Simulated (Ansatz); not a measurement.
AgBr:
```xyz
2
Lattice="0.0000 2.9204 2.9204 2.9204 0.0000 2.9204 2.9204 2.9204 0.0000" Properties=species:S:1:pos:R:3 pbc="T T T"
Ag     2.9204     2.9204     2.9204
Br     0.0000     0.0000     0.0000
```

Tensor components refer to the Cartesian frame of this cell.

Problem. Give the high-frequency dielectric tensor and the Born effective charge tensors of the independent atoms from DFPT, PBE in the plane-wave PAW code Ansatz.

Solution. 
ε∞:
```
5.92  0.00  0.00
0.00  5.92  0.00
0.00  0.00  5.92
```
Z* of atom 1 (Ag), rows: field, columns: displacement, in e:
```
1.55  0.00  0.00
0.00  1.55  0.00
0.00  0.00  1.55
```
Z* of atom 2 (Br), rows: field, columns: displacement, in e:
```
-1.55   0.00   0.00
 0.00  -1.55   0.00
 0.00   0.00  -1.55
```

Static charges for comparison (Bader): Ag1 +0.48, Br2 -0.48 e. Born charges measure polarisation by displacement and can exceed these by far.

Space group Fm-3m (rock salt). The cell was relaxed with PBE under the symmetry of its start; phonons on a q-mesh show no instability. No spin polarisation was allowed. Scalar-relativistic: spin–orbit coupling is off unless named, which matters more the heavier the elements.

Potentials: the later of the program's two PAW sets.
